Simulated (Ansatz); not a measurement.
GaP:
```xyz
4
Lattice="1.8977 1.0956 6.2978 -1.8977 1.0956 6.2978 0.0000 -2.1912 6.2978" Properties=species:S:1:pos:R:3 pbc="T T T"
Ga     0.0000     0.0000     8.2368
Ga     0.0000     0.0000    10.6568
P      0.0000     0.0000     1.0968
P      0.0000     0.0000    17.7968
```

Relaxed with LDA. Special points in fractions of this cell's reciprocal vectors: Γ (0.000, 0.000, 0.000); T (0.500, 0.500, 0.500); H2 (0.813, 0.187, 0.500); H0 (0.500, -0.187, 0.187); L (0.500, 0.000, 0.000); S0 (0.343, -0.343, 0.000); S2 (0.657, 0.000, 0.343); F (0.500, 0.000, 0.500).

Question: List the band energies nearest the valence-band maximum at these points for LDA in the plane-wave PAW code Ansatz.

Answer: In eV from the valence-band maximum; about four levels below and three above (degenerate sets whole), none deeper than 8.9 eV; points with the same levels are listed once.

| k | below | above |
|---|---|---|
| Γ | -1.84 -1.84 -0.24 0.00 0.00 | 1.15 1.84 2.71 |
| T | -1.73 -1.73 -0.30 -0.30 | 1.19 2.47 3.80 3.80 |
| H2 | -4.43 -4.35 -3.66 -1.32 | 1.65 2.30 4.98 |
| L | -4.75 -2.98 -2.92 -1.93 | 1.50 2.55 3.62 |
| S0 | -4.66 -4.00 -3.90 -1.37 | 1.51 3.30 3.63 |
| F | -4.00 -3.29 -1.32 -0.62 | 0.65 1.27 1.55 |

Space group R-3m. The workflow started from a Materials Project entry (that database holds measured and hypothetical structures alike); the Crystallography Open Database copy checked does not list it. It is not the phase usual at ambient conditions (space group No. 216). The cell was relaxed with LDA under the symmetry of its start; whether a distortion lowers the energy is not shown. Spin–orbit coupling is left out wherever it is not named.

Potentials: the later of the program's two PAW sets.
